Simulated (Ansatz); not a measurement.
The start is a relaxed Mo cell, doubled along one cell vector, shaken by Gaussian noise of σ = 0.08 Å a coordinate. Cell shape, volume and atoms are optimised at zero target pressure with r2SCAN (plane waves to 500 eV, PAW, scalar-relativistic; Ansatz, an electronic-structure program). The first steps use a coarse 13×13×7 k-mesh.

Input geometry:
```yaml
crystal:
  lattice:
    - [2.75437, 0.00000, 0.00000]
    - [-1.37719, 2.38535, 0.00000]
    - [0.00000, 0.00000, 5.04463]
  atoms:
    - { symbol: Mo, position: [0.96993, 0.95301, 0.26895] }
    - { symbol: Mo, position: [0.98898, 0.89769, 0.76290] }
```

Problem. How does the volume change?

Solution. -5.6 %, from 16.57 to 15.64 Å³/atom.

Problem. How do the shortest distances between atoms change?

Solution. The closest pairs of elements (up to four, under 3.6 Å), start → end: Mo–Mo 2.50 → 2.73 Å.

Problem. What band gap does the relaxed structure have at this level?

Solution. Zero (metallic).

Problem. Give the final cell and atomic positions.

Solution. 
```cif
data_Mo2
_chemical_formula_sum 'Mo2'
_space_group_name_H-M_alt 'Im-3m'
_space_group_IT_number 229
_space_group_name_Hall '-I 4 2 3'
_cell_length_a 3.15085
_cell_length_b 3.15085
_cell_length_c 3.15085
_cell_angle_alpha 90.000
_cell_angle_beta 90.000
_cell_angle_gamma 90.000
loop_
_atom_site_label
_atom_site_type_symbol
_atom_site_symmetry_multiplicity
_atom_site_Wyckoff_symbol
_atom_site_fract_x
_atom_site_fract_y
_atom_site_fract_z
_atom_site_occupancy
Mo1 Mo 2 a 0.00000 0.00000 0.00000 1
```
(The calculation used a cell of 1 atom; values per cell refer to that cell.)

Final values are on a 21×21×21 k-mesh of the relaxed cell. No spin polarisation in the result.

The run could not lose the symmetry of its start.

Of the parent cell (P6/mmm (No. 191)): it is a generated cell of Mo: the first start was made by a random draw of sites in a space group, and the end was not matched to a known phase here, so it may be hypothetical. Known forms of Mo include space group No. 229.
